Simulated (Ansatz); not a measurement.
LuPd:
```
CELL_PARAMETERS angstrom
      3.41635     0.00000     0.00000
      0.00000     3.41635     0.00000
      0.00000     0.00000     3.41635
ATOMIC_POSITIONS crystal
  Pd 0.50000 0.50000 0.50000
  Lu 0.00000 0.00000 0.00000
```

Relaxed with r²SCAN.

Task: Tabulate the valence density and the electron localisation function along the shortest Pd–Pd contact (3.42 Å), r²SCAN (plane waves, PAW; program Ansatz).

Result: 

| distance from Pd (Å) | density (e/Å³) | ELF |
|---|---|---|
| 0.34 | 11.54 | 0.43 |
| 0.51 | 7.91 | 0.53 |
| 0.68 | 3.84 | 0.51 |
| 0.85 | 1.41 | 0.40 |
| 1.02 | 0.60 | 0.26 |
| 1.20 | 0.32 | 0.22 |
| 1.37 | 0.22 | 0.26 |
| 1.54 | 0.18 | 0.31 |
| 1.71 | 0.17 | 0.34 |
| 1.88 | 0.18 | 0.31 |
| 2.05 | 0.22 | 0.26 |
| 2.22 | 0.32 | 0.22 |
| 2.39 | 0.60 | 0.26 |
| 2.56 | 1.41 | 0.40 |
| 2.73 | 3.84 | 0.51 |
| 2.90 | 7.91 | 0.53 |
| 3.07 | 11.54 | 0.43 |

The density is the valence pseudo-density with augmentation charge, so density and ELF within about 1 Å of a nucleus are not all-electron values.

Space group Pm-3m (CsCl type). The workflow started from an entry of the Crystallography Open Database (COD). Whether it is the stable phase at ambient conditions was not checked. The r²SCAN relaxation kept the symmetry of its start; its stability against distortions is not shown here. No spin polarisation was allowed. Scalar-relativistic: spin–orbit coupling is off unless named, which matters more the heavier the elements.

Potentials: the later of the program's two PAW sets.
